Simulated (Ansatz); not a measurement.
# Relaxing a structure of Au

The start is a generated cell, Au placed in the fcc structure type. Cell shape, volume and atoms are optimised at zero target pressure with r2SCAN (plane waves to 500 eV, PAW, scalar-relativistic; Ansatz, a quantum-chemistry and plane-wave program). The first steps use a coarse 14×14×14 k-mesh.

The start:
```
CELL_PARAMETERS angstrom
      0.00000     2.04000     2.04000
      2.04000     0.00000     2.04000
      2.04000     2.04000     0.00000
ATOMIC_POSITIONS crystal
  Au 0.00000 0.00000 0.00000
```

**Question.** How large is the pressure on the unrelaxed cell, and of which sign?

**Answer.** +5.4 GPa (positive: the cell is compressed).

**Question.** How does the volume change?

**Answer.** +3.3 %, from 16.98 to 17.54 Å³/atom.

**Question.** How do the shortest distances between atoms change?

**Answer.** The closest pairs of elements (up to four, under 3.6 Å), start → end: Au–Au 2.88 → 2.92 Å.

**Question.** Give the final cell and atomic positions.

**Answer.** 
```cif
data_Au4
_chemical_formula_sum 'Au4'
_space_group_name_H-M_alt 'Fm-3m'
_space_group_IT_number 225
_space_group_name_Hall '-F 4 2 3'
_cell_length_a 4.12408
_cell_length_b 4.12408
_cell_length_c 4.12408
_cell_angle_alpha 90.000
_cell_angle_beta 90.000
_cell_angle_gamma 90.000
loop_
_atom_site_label
_atom_site_type_symbol
_atom_site_symmetry_multiplicity
_atom_site_Wyckoff_symbol
_atom_site_fract_x
_atom_site_fract_y
_atom_site_fract_z
_atom_site_occupancy
Au1 Au 4 a 0.00000 0.00000 0.00000 1
```
(The calculation used a cell of 1 atom; values per cell refer to that cell.)

The space group stays Fm-3m (No. 225) (the run could not lower it); the end is fcc (Cu type), with 1 atom in the primitive cell. Final values are on a 19×19×19 k-mesh of the relaxed cell. No spin polarisation in the result.

The run could not lose the symmetry of its start.
